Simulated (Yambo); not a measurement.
Material: ZnS (space group P6_3mc, No. 186); a = b = 3.8080 Å, c = 18.6787 Å, α = β = 90.00°, γ = 120.00° (12 atoms in the cell). The geometry is that of Materials Project entry mp-9946, symmetrised and not relaxed again.

With LDA (Quantum ESPRESSO, PseudoDojo norm-conserving, 84 Ry, without SOC), the gap between the mesh's edge points (Γ → Γ) is 1.921 eV.

Task: What does a G0W0 run in Yambo give for it (3×3×1 Γ-centred k mesh, bands 25 to 374 and a 7 Ry block in the screening, 374 bands in G with the Bruneval-Gonze terminator, plasmon pole fitted at 27.2 eV)?

Result: The correction is 1.561 eV, giving 3.481 eV, 1.8 times the LDA value.  Nearest settings tried, and what they do to the gap: 254 bands in W, 254 bands in G: +47 meV; 6 Ry block (393 vectors against 455): -6 meV. Not varied: mesh. So the settings aren't converged at that level.
